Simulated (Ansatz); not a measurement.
# An added Si started as a split pair with a Si atom in antifluorite Mg2Si, 97 atoms, charge +1

All numbers below come from DFT, PBEsol, PAW, plane waves (Ansatz).

Command:

```sh
ansatz run in.yaml --threads 8 --pin off --max-ram 118750MiB --runs-dir r --events-out ev --progress --plain --backend cuda --devices 0,
```

The input less its lattice and atoms (starting moments on atoms near the defect: 1 μB in all):

```yaml
crystal:
  symmetry: { detect: false }
kpoints:
  mp_grid: { grid: [1, 1, 1], shift: [0.25, 0.25, 0.25] }
hamiltonian:
  xc: pbesol
total_charge: 1
magnetization:
  spin_polarized: true
scf:
  occupations: { method: fermi_dirac, width: 0.01 }
relax:
  f_tol: 0.03
  max_steps: 80
  escape_saddle: false
  adjacent_minimum: "off"
output:
  forces: true
  eigenvalues: true
  populations: true
  charged_corrections: { epsilon: 19 }
```

Start:

```xyz
97
Lattice="12.6495 0.0000 0.0000 0.0000 12.6495 0.0000 0.0000 0.0000 12.6495" Properties=species:S:1:pos:R:3 pbc="T T T"
Mg    4.7427    1.5540    1.5712
Mg    4.7257    1.6060    7.9092
Mg    4.7442    7.9337    1.6012
Mg    4.7339    7.8895    7.9090
Mg   11.0704    1.5602    1.5794
Mg   11.0586    1.5727    7.9107
Mg   11.0626    7.9206    1.5858
Mg   11.0849    7.9111    7.9346
Mg    1.5592    4.7579    1.5673
Mg    1.5912    4.7551    7.9400
Mg    1.5955   11.0799    1.5593
Mg    1.5989   11.0580    7.8888
Mg    7.8737    4.7356    1.5803
Mg    7.8722    4.7174    7.9023
Mg    7.9686   11.0375    1.6176
Mg    7.9568   11.0522    7.8943
Mg    1.5751    1.5410    4.7408
Mg    1.5703    1.5454   11.0668
Mg    1.5937    7.8892    4.7498
Mg    1.5985    7.9309   11.0537
Mg    7.8902    1.5854    4.7331
Mg    7.9459    1.5934   11.0409
Mg    7.9166    7.8919    4.7269
Mg    7.9021    7.9253   11.0618
Mg    1.5596    1.5909    1.5806
Mg    1.5991    1.5485    7.8664
Mg    1.5891    7.9019    1.5574
Mg    1.5864    7.8876    7.8988
Mg    7.9135    1.5719    1.5835
Mg    7.8997    1.5412    7.9164
Mg    7.8898    7.8808    1.6005
Mg    7.9403    7.9075    7.9020
Mg    4.7740    4.7059    4.7382
Mg    4.7139    4.7566   11.0836
Mg    4.7750   11.0977    4.7086
Mg    4.7576   11.0828   11.0766
Mg   11.0594    4.7502    4.7515
Mg   11.0467    4.7300   11.0752
Mg   11.0726   11.0740    4.7635
Mg   11.0627   11.0610   11.0814
Mg    4.7361    4.7433    1.5776
Mg    4.7488    4.7125    7.8915
Mg    4.7426   11.0787    1.5850
Mg    4.6955   11.0729    7.9268
Mg   11.0825    4.7532    1.5432
Mg   11.0217    4.7120    7.8897
Mg   11.0479   11.0846    1.5833
Mg   11.0571   11.0753    7.9040
Mg    4.7240    1.5983    4.7611
Mg    4.7112    1.5855   11.0516
Mg    4.7611    7.9009    4.7367
Mg    4.7578    7.9282   11.0575
Mg   11.1045    1.5679    4.7084
Mg   11.0956    1.5754   11.0719
Mg   11.0547    7.9088    4.7356
Mg   11.0701    7.8854   11.0876
Mg    1.5971    4.7543    4.7445
Mg    1.5943    4.7490   11.0446
Mg    1.6093   11.0516    4.7326
Mg    1.6187   11.0849   11.0472
Mg    7.9331    4.7321    4.7456
Mg    7.8997    4.7872   11.0963
Mg    7.8993   11.0604    4.7527
Mg    7.9067   11.0911   11.0853
Si    0.0203    0.0333    0.0094
Si    0.0189    0.0146    6.3263
Si   12.6276    6.3161   12.6337
Si    0.0209    6.3378    6.3361
Si    6.3527   12.6385    0.0150
Si    6.3185   12.6292    6.3398
Si    6.3081    6.3394   12.6453
Si    5.4690    5.4725    6.3209
Si    3.1854    3.1580    0.0060
Si    3.1579    3.1526    6.2966
Si    3.1773    9.4731    0.0151
Si    3.1918    9.4746    6.3161
Si    9.5078    3.1384    0.0114
Si    9.4605    3.1667    6.3243
Si    9.5014    9.4798    0.0117
Si    9.5096    9.4835    6.3098
Si    3.1510    0.0321    3.1788
Si    3.1552    0.0088    9.5112
Si    3.1523    6.3335    3.1573
Si    3.1671    6.3140    9.4260
Si    9.4746    0.0105    3.1338
Si    9.5246   12.6353    9.4653
Si    9.4764    6.3061    3.1906
Si    9.4524    6.3318    9.4604
Si    0.0224    3.1666    3.1635
Si   12.5969    3.1662    9.4964
Si    0.0115    9.4750    3.1599
Si    0.0347    9.4877    9.4950
Si    6.3536    3.1717    3.1476
Si    6.3274    3.1992    9.4833
Si    6.3477    9.4808    3.1438
Si    6.3205    9.5103    9.4630
Si    7.1952    7.1639    6.2853
```

Steps:

| step | energy less the first (eV) | largest force component (eV/Å) |
| --- | --- | --- |
| start | 0.000 | 9.668 |
| 1 | -7.435 | 3.533 |
| 2 | -9.613 | 1.210 |
| 3 | -10.175 | 0.702 |
| 4 | -10.386 | 0.228 |
| 5 | -10.477 | 0.171 |
| 6 | -10.527 | 0.289 |
| 7 | -10.590 | 0.662 |
| 8 | -10.672 | 1.068 |
| 9 | -10.805 | 0.833 |
| 10 | -10.910 | 0.398 |
| 11 | -10.936 | 0.058 |
| 12 | -10.938 | 0.015 |

End:

```xyz
97
Lattice="12.6495 0.0000 0.0000 0.0000 12.6495 0.0000 0.0000 0.0000 12.6495" Properties=species:S:1:pos:R:3 pbc="T T T"
Mg    4.7407    1.5711    1.5713
Mg    4.7614    1.5161    7.9076
Mg    4.7535    7.9125    1.6387
Mg    4.3657    8.2258    8.2468
Mg   11.0822    1.5936    1.5722
Mg   11.0790    1.5615    7.8993
Mg   11.1154    7.8992    1.5359
Mg   11.0225    7.8996    7.8954
Mg    1.6110    4.7586    1.6046
Mg    1.4862    4.7615    7.9188
Mg    1.5893   11.0725    1.5853
Mg    1.5722   11.0763    7.9146
Mg    7.9229    4.7600    1.4781
Mg    7.7831    4.7103    7.7706
Mg    7.9172   11.0751    1.5684
Mg    7.9098   11.0777    7.9038
Mg    1.5779    1.5691    4.7367
Mg    1.5749    1.5919   11.0787
Mg    1.6473    7.9088    4.7495
Mg    1.5389    7.8988   11.1112
Mg    7.9111    1.5135    4.7578
Mg    7.9018    1.5628   11.0753
Mg    8.2584    8.2383    4.3519
Mg    7.9003    7.9013   11.0175
Mg    1.5893    1.5736    1.5829
Mg    1.5688    1.5715    7.9330
Mg    1.6084    7.8860    1.6021
Mg    1.4772    7.8903    7.9091
Mg    7.9370    1.5734    1.5634
Mg    7.9188    1.5693    7.9134
Mg    7.9132    7.8936    1.4696
Mg    7.8226    7.9259    7.8087
Mg    4.8340    4.7213    4.8318
Mg    4.7435    4.7540   11.1741
Mg    4.7360   11.0782    4.7340
Mg    4.7201   11.0725   11.0820
Mg   11.1823    4.7552    4.7351
Mg   11.0466    4.7614   11.0416
Mg   11.0878   11.0741    4.7133
Mg   11.0663   11.0716   11.0619
Mg    4.7550    4.7469    1.6263
Mg    4.4032    4.4215    8.2843
Mg    4.7536   11.0849    1.5688
Mg    4.7442   11.1311    7.8892
Mg   11.1163    4.7478    1.5361
Mg   11.0113    4.7361    7.8962
Mg   11.0798   11.0531    1.5681
Mg   11.0783   11.0758    7.9090
Mg    4.7438    1.5697    4.7421
Mg    4.7380    1.5721   11.0774
Mg    4.8752    7.9355    4.8683
Mg    4.7332    7.8894   11.1646
Mg   11.0827    1.5707    4.7299
Mg   11.0642    1.5753   11.0589
Mg   11.1712    7.8862    4.7255
Mg   11.0442    7.8888   11.0379
Mg    1.6356    4.7480    4.7496
Mg    1.5395    4.7491   11.1112
Mg    1.5753   11.0856    4.7486
Mg    1.5712   11.0546   11.0750
Mg    8.2998    4.4080    4.3906
Mg    7.9000    4.7357   11.0052
Mg    7.8921   11.1332    4.7391
Mg    7.9135   11.0753   11.0733
Si    0.0008   12.6485   12.6478
Si    0.0024   12.6485    6.3233
Si    0.0012    6.3239   12.6472
Si    0.0024    6.3238    6.3224
Si    6.3285   12.6489   12.6467
Si    6.3282   12.6483    6.3227
Si    6.3286    6.3249   12.6476
Si    5.5657    6.3240    7.0943
Si    3.1650    3.1576    0.0189
Si    3.1469    3.1318    6.3384
Si    3.1620    9.4860    0.0236
Si    3.1429    9.5292    6.3219
Si    9.4930    3.1619   12.6212
Si    9.5153    3.1149    6.3243
Si    9.4905    9.4887   12.6255
Si    9.5086    9.5152    6.3076
Si    3.1699    0.0015    3.1635
Si    3.1496   12.6479    9.5027
Si    3.2384    6.3252    3.2294
Si    3.0592    6.3243    9.5942
Si    9.5054   12.6472    3.1443
Si    9.4851   12.6434    9.4823
Si    9.5955    6.3236    3.0509
Si    9.4167    6.3224    9.4136
Si    0.0278    3.1571    3.1601
Si   12.6273    3.1621    9.4873
Si    0.0304    9.4853    3.1587
Si   12.6302    9.4890    9.4844
Si    6.3409    3.1326    3.1432
Si    6.3307    3.1177    9.5061
Si    6.3235    9.5316    3.1379
Si    6.3160    9.5137    9.5002
Si    7.1064    6.3228    5.5325
```

The calculation finished and met its thresholds.

Time: 45 s of wall time on one NVIDIA GB300 with 8 processor threads, on a host shared with other runs; peak host memory 2.5 GiB.

(1) How much energy did the relaxation gain, and which atom moved most?

The moment started at 1 μB and ended at 1.0 μB; no other spin state is shown. The program warned that the state may not be the lowest. The one k point has no symmetry partners, which can distort the end along one axis.

## Answers

(1) 10.94 eV in 12 steps, from a start with small random displacements (neighbours that lie too close to an added atom are first pushed off); atom 72 (Si) moved 1.15 Å, the median atom 0.05 Å (drift of the whole cell removed).
